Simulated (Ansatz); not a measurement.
Relaxation of a relaxed CoSi2 cell shaken by Gaussian noise of σ = 0.08 Å a coordinate; 9 atoms in the cell, which starts as P1 (No. 1), aP9; a = 5.044 Å, b = 5.044 Å, c = 5.768 Å, α = 90.00°, β = 90.00°, γ = 120.00°. Computed with PBE (plane waves to 420 eV, PAW, scalar-relativistic; Ansatz, an electronic-structure program). Γ-centred k-mesh 5×5×4 on the run's cell (coarser than for final values), Fermi–Dirac smearing 0.05 eV. This is the first round of the run. 

The optimiser's lines from the output (shortened; P is positive under compression):

```
relax step   1: F+E_penalty+E_count = -19193.28028045 eV  Δ(F+E_penalty+E_count) = +0.000e0 eV  max|allowed force component| = 2.717e0 eV/Å  Δτ_max = 0.0000 Å  P = +1.998 GPa  Ω = 127.080 Å³  (12 SCF iters, dr2 threshold 1.00e-7 eV, accepted)
relax step   2: F+E_penalty+E_count = -19193.83659138 eV  Δ(F+E_penalty+E_count) = -5.563e-1 eV  max|allowed force component| = 1.109e0 eV/Å  Δτ_max = 0.1066 Å  P = -0.117 GPa  Ω = 127.691 Å³  (8 SCF iters, dr2 threshold 9.00e-7 eV, accepted)
relax step   3: F+E_penalty+E_count = -19194.19961168 eV  Δ(F+E_penalty+E_count) = -3.630e-1 eV  max|allowed force component| = 4.519e-1 eV/Å  Δτ_max = 0.2000 Å  P = +0.019 GPa  Ω = 127.118 Å³  (8 SCF iters, dr2 threshold 9.00e-7 eV, accepted)
relax step   4: F+E_penalty+E_count = -19194.41348758 eV  Δ(F+E_penalty+E_count) = -2.139e-1 eV  max|allowed force component| = 3.745e-1 eV/Å  Δτ_max = 0.1952 Å  P = -0.175 GPa  Ω = 126.987 Å³  (8 SCF iters, dr2 threshold 9.00e-7 eV, accepted)
relax step   5: F+E_penalty+E_count = -19194.51465065 eV  Δ(F+E_penalty+E_count) = -1.012e-1 eV  max|allowed force component| = 5.301e-1 eV/Å  Δτ_max = 0.1479 Å  P = -0.919 GPa  Ω = 126.710 Å³  (7 SCF iters, dr2 threshold 9.00e-7 eV, accepted)
relax step   6: F+E_penalty+E_count = -19194.60852286 eV  Δ(F+E_penalty+E_count) = -9.387e-2 eV  max|allowed force component| = 5.372e-1 eV/Å  Δτ_max = 0.1163 Å  P = +0.192 GPa  Ω = 123.936 Å³  (8 SCF iters, dr2 threshold 9.00e-7 eV, accepted)
relax step   7: F+E_penalty+E_count = -19194.64346441 eV  Δ(F+E_penalty+E_count) = -3.494e-2 eV  max|allowed force component| = 3.184e-1 eV/Å  Δτ_max = 0.0475 Å  P = +0.495 GPa  Ω = 123.706 Å³  (7 SCF iters, dr2 threshold 9.00e-7 eV, accepted)
relax step   8: F+E_penalty+E_count = -19194.65704884 eV  Δ(F+E_penalty+E_count) = -1.358e-2 eV  max|allowed force component| = 2.603e-1 eV/Å  Δτ_max = 0.0989 Å  P = -0.256 GPa  Ω = 123.303 Å³  (7 SCF iters, dr2 threshold 9.00e-7 eV, accepted)
relax step   9: F+E_penalty+E_count = -19194.70531098 eV  Δ(F+E_penalty+E_count) = -4.826e-2 eV  max|allowed force component| = 2.152e-1 eV/Å  Δτ_max = 0.1091 Å  P = +0.417 GPa  Ω = 120.707 Å³  (8 SCF iters, dr2 threshold 9.00e-7 eV, accepted)
relax step  10: F+E_penalty+E_count = -19194.77928738 eV  Δ(F+E_penalty+E_count) = -7.398e-2 eV  max|allowed force component| = 3.593e-1 eV/Å  Δτ_max = 0.1604 Å  P = +1.898 GPa  Ω = 117.701 Å³  (8 SCF iters, dr2 threshold 9.00e-7 eV, accepted)
relax step  11: F+E_penalty+E_count = -19194.79285171 eV  Δ(F+E_penalty+E_count) = -1.356e-2 eV  max|allowed force component| = 4.143e-1 eV/Å  Δτ_max = 0.0851 Å  P = -0.497 GPa  Ω = 120.219 Å³  (8 SCF iters, dr2 threshold 9.00e-7 eV, accepted)
relax step  12: F+E_penalty+E_count = -19194.96408280 eV  Δ(F+E_penalty+E_count) = -1.712e-1 eV  max|allowed force component| = 5.720e-1 eV/Å  Δτ_max = 0.1253 Å  P = -0.729 GPa  Ω = 120.019 Å³  (8 SCF iters, dr2 threshold 9.00e-7 eV, accepted)
relax step  13: F+E_penalty+E_count = -19195.37439085 eV  Δ(F+E_penalty+E_count) = -4.103e-1 eV  max|allowed force component| = 9.389e-1 eV/Å  Δτ_max = 0.1259 Å  P = -0.874 GPa  Ω = 119.983 Å³  (8 SCF iters, dr2 threshold 9.00e-7 eV, accepted)
relax step  14: F+E_penalty+E_count = -19195.79901929 eV  Δ(F+E_penalty+E_count) = -4.246e-1 eV  max|allowed force component| = 8.424e-1 eV/Å  Δτ_max = 0.1245 Å  P = -1.450 GPa  Ω = 119.192 Å³  (8 SCF iters, dr2 threshold 9.00e-7 eV, accepted)
relax step  15: F+E_penalty+E_count = -19195.78901391 eV  Δ(F+E_penalty+E_count) = +1.001e-2 eV  max|allowed force component| = 1.839e0 eV/Å  Δτ_max = 0.1609 Å  P = +3.557 GPa  Ω = 116.472 Å³  (9 SCF iters, dr2 threshold 9.00e-7 eV, rejected (line search))
relax step  16: F+E_penalty+E_count = -19196.03644817 eV  Δ(F+E_penalty+E_count) = -2.374e-1 eV  max|allowed force component| = 4.848e-1 eV/Å  Δτ_max = 0.0796 Å  P = -0.531 GPa  Ω = 117.349 Å³  (14 SCF iters, accepted)
relax step  17: F+E_penalty+E_count = -19196.21357993 eV  Δ(F+E_penalty+E_count) = -1.771e-1 eV  max|allowed force component| = 2.467e-1 eV/Å  Δτ_max = 0.0958 Å  P = -0.077 GPa  Ω = 116.076 Å³  (8 SCF iters, dr2 threshold 9.00e-7 eV, accepted)
relax step  18: F+E_penalty+E_count = -19196.39023268 eV  Δ(F+E_penalty+E_count) = -1.767e-1 eV  max|allowed force component| = 4.921e-1 eV/Å  Δτ_max = 0.1462 Å  P = +0.913 GPa  Ω = 113.857 Å³  (8 SCF iters, dr2 threshold 9.00e-7 eV, accepted)
relax step  19: F+E_penalty+E_count = -19196.56955332 eV  Δ(F+E_penalty+E_count) = -1.793e-1 eV  max|allowed force component| = 3.236e-1 eV/Å  Δτ_max = 0.1953 Å  P = +1.191 GPa  Ω = 112.932 Å³  (7 SCF iters, dr2 threshold 9.00e-7 eV, accepted)
relax step  20: F+E_penalty+E_count = -19196.67462632 eV  Δ(F+E_penalty+E_count) = -1.051e-1 eV  max|allowed force component| = 2.220e-1 eV/Å  Δτ_max = 0.1631 Å  P = +0.827 GPa  Ω = 113.154 Å³  (7 SCF iters, dr2 threshold 9.00e-7 eV, accepted)
relax step  21: F+E_penalty+E_count = -19196.68719045 eV  Δ(F+E_penalty+E_count) = -1.256e-2 eV  max|allowed force component| = 2.496e-2 eV/Å  Δτ_max = 0.0167 Å  P = -0.152 GPa  Ω = 113.683 Å³  (6 SCF iters, dr2 threshold 9.00e-7 eV, accepted)
relax step  22: F+E_penalty+E_count = -19196.68738134 eV  Δ(F+E_penalty+E_count) = -1.909e-4 eV  max|allowed force component| = 1.183e-2 eV/Å  Δτ_max = 0.0045 Å  P = +0.116 GPa  Ω = 113.544 Å³  (6 SCF iters, dr2 threshold 2.50e-7 eV, accepted)
relax step  23: F+E_penalty+E_count = -19196.68743373 eV  Δ(F+E_penalty+E_count) = -5.238e-5 eV  max|allowed force component| = 4.350e-4 eV/Å  Δτ_max = 0.0009 Å  P = +0.001 GPa  Ω = 113.602 Å³  (6 SCF iters, dr2 threshold 1.45e-7 eV, accepted)
relax step  24: F+E_penalty+E_count = -19196.90069585 eV  Δ(F+E_penalty+E_count) = -2.133e-1 eV  max|allowed force component| = 7.541e-3 eV/Å  Δτ_max = 0.0000 Å  P = +2.351 GPa  Ω = 113.602 Å³  stress off target by 6.45e0 GPa  SCF on the basis re-selected at this cell (its energy is not comparable with the rows above)  (10 SCF iters)
relax step  25: F+E_penalty+E_count = -19196.94851114 eV  Δ(F+E_penalty+E_count) = -4.782e-2 eV  max|allowed force component| = 5.078e-2 eV/Å  Δτ_max = 0.0115 Å  P = +0.884 GPa  Ω = 114.435 Å³  (6 SCF iters, dr2 threshold 9.00e-7 eV, accepted)
relax step  26: F+E_penalty+E_count = -19196.95088372 eV  Δ(F+E_penalty+E_count) = -2.373e-3 eV  max|allowed force component| = 5.399e-3 eV/Å  Δτ_max = 0.0031 Å  P = -0.015 GPa  Ω = 114.998 Å³  (6 SCF iters, dr2 threshold 9.00e-7 eV, accepted)
relax step  27: F+E_penalty+E_count = -19196.95089896 eV  Δ(F+E_penalty+E_count) = -1.524e-5 eV  max|allowed force component| = 6.507e-4 eV/Å  Δτ_max = 0.0008 Å  P = -0.004 GPa  Ω = 114.987 Å³  (6 SCF iters, dr2 threshold 2.60e-9 eV, accepted)
relax step  28: F+E_penalty+E_count = -19196.95137664 eV  Δ(F+E_penalty+E_count) = -4.777e-4 eV  max|allowed force component| = 6.258e-4 eV/Å  Δτ_max = 0.0000 Å  P = -0.006 GPa  Ω = 114.987 Å³  stress off target by 1.04e-2 GPa  SCF on the basis re-selected at this cell (its energy is not comparable with the rows above)  (7 SCF iters)
```

From the first to the last row the energy changes by -0.41 eV/atom and the volume by -9.5 %. The last row is marked as not comparable with the walk above it, whose basis was carried along; it does compare with step 1, since both stand on a basis selected at the nominal cutoff for their own cell.

Energy and pressure jump between steps 23 and 24 at one geometry, where the plane-wave basis was selected anew. While the cell walks, the set of plane waves is carried along, so its effective cutoff drifts with the strain; re-selecting it at 420 eV moved the energy by -0.024 eV/atom and the pressure by 2.4 GPa. Only step 1 and rows on a re-selected basis compare with each other.

Step 15 was rejected by the optimiser.

Later rounds, restarted from the end of this one on a renewed k-mesh, logged 8 more steps and released under 0.01 eV/atom more. The final structure after all rounds: Cmmm (No. 65), oS18; a = 3.788 Å, b = 11.406 Å, c = 5.324 Å, α = 90.00°, β = 90.00°, γ = 90.00°. Between re-selections the logged energies stand on a plane-wave basis carried along with the cell. No spin polarisation in the result. The relaxed primitive cell holds an odd number of electrons. A magnetic state may lie lower.

The relaxed structure here is a generated cell of CoSi2: the first start was made by placing the elements on the sites of a structure type, and the end was not matched to a known phase here, so it may be hypothetical. Known forms of CoSi2 include space group No. 225.
